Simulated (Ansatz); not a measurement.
A trial cell of NbP was relaxed with PBEsol (plane waves to 420 eV, PAW, scalar-relativistic; Ansatz, an electronic-structure program).

Before: Amm2 (No. 38), oS4; a = 4.2270 Å, b = 3.5924 Å, c = 4.8282 Å, α = β = γ = 90.00°.

After relaxation:

Simulated powder pattern, Cu Kα1, λ = 1.54056 Å (kinematic, ideal powder, no thermal factors, no anomalous dispersion; the 24 strongest lines at most, above 1 %, up to 2θ = 90°):

| 2θ (°) | I/Imax (%) |
|---|---|
| 26.81 | 18 |
| 31.35 | 61 |
| 41.71 | 100 |
| 55.25 | 8.7 |
| 55.81 | 25 |
| 62.97 | 9.6 |
| 64.91 | 14 |
| 65.43 | 7.1 |
| 72.04 | 19 |
| 82.42 | 16 |

Task: Identify the relaxed structure from its pattern: crystal system, space group and cell.

Result: Hexagonal, P-6m2 (No. 187), hP2, AFLOW prototype AB_hP2_187_d_a (B_h, as in WC); a = b = 3.292 Å, c = 3.322 Å, α = β = 90.00°, γ = 120.00°. Sites: Nb 1c (0.333, 0.667, 0.000); P 1f (0.667, 0.333, 0.500).

Task: Index the strongest lines.

Result: 26.81° (0001), 31.35° (1 0 -1 0), 41.71° (1 0 -1 1), 55.81° (1 1 -2 0), 72.04° (2 0 -2 1).

No spin polarisation in the result.

The run could not lose the symmetry of its start; a randomly shaken copy of 4 atoms returns to this structure.

The relaxed structure here is a generated cell of NbP: the first start was made by a random draw of sites in a space group, and the end was not matched to a known phase here, so it may be hypothetical.
